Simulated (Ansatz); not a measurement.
An elastic tensor (GPa, Voigt order, standard axes) from DFT-LDA in the program Ansatz with PAW potentials:

```
 162  94.6  94.6   0.0   0.0   0.0
94.6   162  94.6   0.0   0.0   0.0
94.6  94.6   162   0.0   0.0   0.0
 0.0   0.0   0.0  54.8   0.0   0.0
 0.0   0.0   0.0   0.0  54.8   0.0
 0.0   0.0   0.0   0.0   0.0  54.8
```

**Question.** Pick the material that matches.
A. MgCu2, cubic Laves (MgCu2 type)
B. Cu3Au, Cu3Au type
C. Os, fcc (Cu type)
D. In2Au, fluorite or antifluorite type

**Answer.** A, MgCu2, cubic Laves (MgCu2 type)

Space group Fd-3m (cubic Laves (MgCu2 type)). The first step of the workflow began from a Materials Project structure, measured or hypothetical; the Crystallography Open Database files this formula in space group No. 227, but the cells were not matched. Its standing as an ambient phase is unchecked. The cell was relaxed with LDA under the symmetry of its start; of distortions, only those at the zone centre were tested. No spin polarisation was allowed. As this level gives no gap, shear constants depend on the k-mesh and smearing (Fermi–Dirac, 0.1 eV here).

Potentials: the later of the program's two PAW sets.
